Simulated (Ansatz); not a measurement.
**In₂GaP₃: relaxed-ion elastic tensor**

Method: DFT PBE, scalar-relativistic, plane waves, PAW in Ansatz. Plane waves to 420 eV; Γ-centred k mesh 12×12×4; fixed occupations. No spin polarisation.

Relaxed structure:
```
CELL_PARAMETERS angstrom
4.10823 0.00000 0.00000
-2.05412 3.55783 0.00000
0.00000 0.00000 10.09368
ATOMIC_POSITIONS crystal
In 0.00000 0.00000 0.99321
In 0.66667 0.33333 0.33906
Ga 0.33333 0.66667 0.66579
P 0.00000 0.00000 0.73746
P 0.33333 0.66667 0.42979
P 0.66667 0.33333 0.08469
```

The cell was found from a structure generator's guess, not taken from experiment.

(1) Give the relaxed-ion elastic constants (GPa, Voigt order xx yy zz yz xz xy, on the Cartesian axes of the cell above).

(2) Is the crystal stable against homogeneous strain?

(3) And the moduli of a polycrystal (Hill averages)?

Answers

(1)
C11 = 114.6, C12 = 38.7, C13 = 33.3, C14 = 10.1, C22 = 114.6, C23 = 33.3, C24 = -10.1, C33 = 129.6, C44 = 31.4, C55 = 31.4, C56 = 10.1, C66 = 38.0 GPa; the others vanish.

(2) Yes: the least eigenvalue of the tensor is 24.0 GPa.

(3) B = 63 GPa, G = 35 GPa, E = 89 GPa, ν = 0.26.
